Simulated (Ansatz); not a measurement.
W:
```cif
data_W
_chemical_formula_sum 'W1'
_space_group_name_H-M_alt 'P 1'
_space_group_IT_number 1
_cell_length_a 2.74439
_cell_length_b 2.74439
_cell_length_c 2.74439
_cell_angle_alpha 109.471
_cell_angle_beta 109.471
_cell_angle_gamma 109.471
loop_
_space_group_symop_operation_xyz
  'x, y, z'
loop_
_atom_site_label
_atom_site_type_symbol
_atom_site_fract_x
_atom_site_fract_y
_atom_site_fract_z
_atom_site_occupancy
W1 W 0.00000 0.00000 0.00000 1
```

Relaxed with r²SCAN.

### Question
Which orbitals make up the states near the Fermi level in r²SCAN in the plane-wave PAW code Ansatz?

### Answer
Within 0.5 eV of the Fermi level: W 5d 87 %, outside the projected shells 9 %. Projections are on Löwdin-orthogonalised atomic valence shells; empty p or d shells of many metals are not among them.

### Question
Tabulate the density of states.

### Answer
States/eV per cell of 1 atom, in 0.25 eV bins, energy from the Fermi level.

```csv
E (eV),total,W 5d,W 6s,W 5p
-7.85,0.11,0.01,0.09,0.00
-7.60,0.13,0.01,0.10,0.00
-7.35,0.15,0.02,0.11,0.00
-7.10,0.17,0.03,0.13,0.01
-6.85,0.21,0.05,0.14,0.01
-6.60,0.34,0.14,0.18,0.01
-6.35,0.59,0.34,0.23,0.01
-6.10,0.60,0.36,0.21,0.01
-5.85,0.67,0.45,0.20,0.01
-5.60,0.74,0.54,0.18,0.01
-5.35,0.82,0.63,0.16,0.01
-5.10,0.96,0.79,0.15,0.01
-4.85,1.11,0.95,0.14,0.02
-4.60,0.86,0.75,0.09,0.01
-4.35,0.46,0.42,0.03,0.01
-4.10,0.34,0.32,0.01,0.00
-3.85,0.50,0.48,0.01,0.01
-3.60,1.55,1.51,0.01,0.02
-3.35,1.92,1.86,0.01,0.02
-3.10,1.27,1.22,0.02,0.01
-2.85,1.08,1.02,0.04,0.01
-2.60,1.08,0.99,0.05,0.01
-2.35,1.28,1.13,0.09,0.02
-2.10,1.85,1.58,0.16,0.02
-1.85,1.29,1.10,0.11,0.01
-1.60,0.98,0.85,0.07,0.01
-1.35,0.67,0.55,0.05,0.01
-1.10,0.40,0.31,0.04,0.00
-0.85,0.36,0.27,0.03,0.00
-0.60,0.34,0.26,0.02,0.00
-0.35,0.34,0.27,0.02,0.00
-0.10,0.35,0.29,0.01,0.00
0.15,0.44,0.38,0.01,0.00
0.40,0.61,0.57,0.02,0.00
0.65,0.64,0.61,0.02,0.00
0.90,0.68,0.65,0.02,0.00
1.15,0.74,0.71,0.01,0.00
1.40,0.82,0.79,0.01,0.00
1.65,0.94,0.90,0.01,0.00
1.90,1.03,0.99,0.01,0.00
2.15,1.01,0.98,0.01,0.00
2.40,1.06,1.03,0.01,0.00
2.65,1.05,1.02,0.01,0.00
2.90,1.06,1.03,0.02,0.00
3.15,1.33,1.29,0.03,0.00
3.40,2.84,2.70,0.10,0.00
3.65,1.27,1.13,0.10,0.00
3.90,0.93,0.72,0.15,0.00
4.15,0.62,0.47,0.10,0.00
4.40,0.54,0.40,0.09,0.00
4.65,0.48,0.35,0.07,0.00
```

Space group Im-3m (bcc (W type)). Symmetry was held in the r²SCAN relaxation. The run is not spin-polarised. Scalar-relativistic: spin–orbit coupling is off unless named, which matters more the heavier the elements.

Potentials: the earlier of the program's two PAW sets.
